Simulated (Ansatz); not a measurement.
LiRh: how the axes shrink under pressure

LiRh, P-6m2, a = 2.626 Å, c = 4.326 Å. The structure is a Materials Project entry; whether it is the stable form wasn't checked. Ansatz: PBEsol, PAW, 420 eV, Γ-centred 18×18×10 mesh on 2 atoms, Gaussian smearing 0.10 eV; no spin polarisation. Cell and atoms are relaxed at each pressure, and no other structure is tried, so the rows at high pressure may lie past a change of phase. y = 100 ln(c/c0) with c0 = 4.3260 Å, so nearly a change in per cent. The pressures are the targets, met within 0.02 GPa.

| P (GPa) | y | 100 ln(a/a0) |
| --- | --- | --- |
| -3.0 | ? | ? |
| 0.0 | 0.00 | 0.00 |
| 3.0 | -1.38 | -0.56 |
| 8.0 | -3.47 | -1.38 |
| 15.0 | -5.96 | -2.34 |
| 30.0 | -10.34 | -3.93 |
| 60.0 | -16.97 | -6.14 |

Question: Fit y = c1 P + c2 P² to the other rows, give the linear compressibility along c, and predict the missing y.

Answer: Least squares on the rows shown. y = −0.42323 P + 0.0023528 P². The linear compressibility along c is −c1/100 = 4.23 per TPa, against 1.68 along a from the same fit to the last column (its missing entry is 0.64): the crystal is softer along c at low pressure. The runs next to zero pressure give 4.85 and 2.01, so a parabola over the whole range misstates the start. With a term in P³ added, the coefficient of P becomes -0.4704, 11 % more, which shows how far this figure hangs on the form. At P = -3.0 the fit asked for gives 1.29. The run gave 1.52, so the fit is 0.23 too low, within twice the rms miss on the fitted rows (0.17).

The mesh isn't the same in all rows (18×18×10, 21×21×10, 21×21×12).